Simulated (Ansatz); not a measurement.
The elements of this relaxed trial crystal are hidden behind letters.

```
lattice vectors (Å)
   3.0136   -4.7692    0.0000
   3.0136    4.7692    0.0000
   0.0000    0.0000    4.5017
fractional positions
X 0.5000 0.5000 0.0000
Z 0.0000 0.5000 0.5000
Z 0.5000 0.0000 0.5000
Q 0.1854 0.8146 0.0000
Q 0.8146 0.1854 0.0000
Q 0.0000 0.0000 0.5000
```

Computed with DFT PBE, scalar-relativistic, plane waves, PAW in Ansatz 0.2.0. Plane waves to 420 eV, an 8×8×8 mesh through Γ for the 6-atom cell and 0.10 eV Gaussian smearing; no spin polarisation.

* Space group: Cmmm (No. 65)
* Conventional cell: a = 6.027 Å, b = 9.538 Å, c = 4.502 Å
* Volume per atom: 21.57 Å³
* Density: 8.52 g/cm³
* Energy over the elements: −0.34 eV/atom
* Gap on the 8×8×8 mesh of the 6-atom cell: 0 eV (a metal)

Energies are uncorrected and count from the elements' standard states at the same level.

Question: X is a d-block element of period 5, Z is a d-block element of period 6 and Q is a p-block element of period 4. Which elements are they?

Answer: X = Y, Z = Hf, Q = Ge, so the formula is YHf2Ge3. Density times volume gives a mean mass of 8.52 × 21.57/1.6605 = 110.7 u per atom, and this set has 110.6 u. Around Y lie 2 Ge at 3.00 Å, 4 Ge at 3.49 Å and 8 Hf at 3.61 Å; Hf is surrounded by 6 Ge at 2.78–2.82 Å, 2 Hf at 3.01 Å and 4 Y at 3.61 Å; around Ge on a site of symmetry m2m lie 4 Hf at 2.78 Å, 2 Ge at 2.86 Å, 1 Y at 3.00 Å, 2 Ge at 3.26 Å, 2 Y at 3.49 Å and 1 Ge at 3.54 Å; 1 more site not described. Other sets within the hints have nearly the same mass, so mass alone doesn't settle it; this one was computed.

These runs have no spin–orbit coupling, which can matter for Hf. Symmetry constrained the relaxation, so the result can be a saddle point. Another cell of YHf2Ge3 relaxed alike, in P6/mmm, lies 41 meV/atom lower, so this cell isn't the stable form at this level.
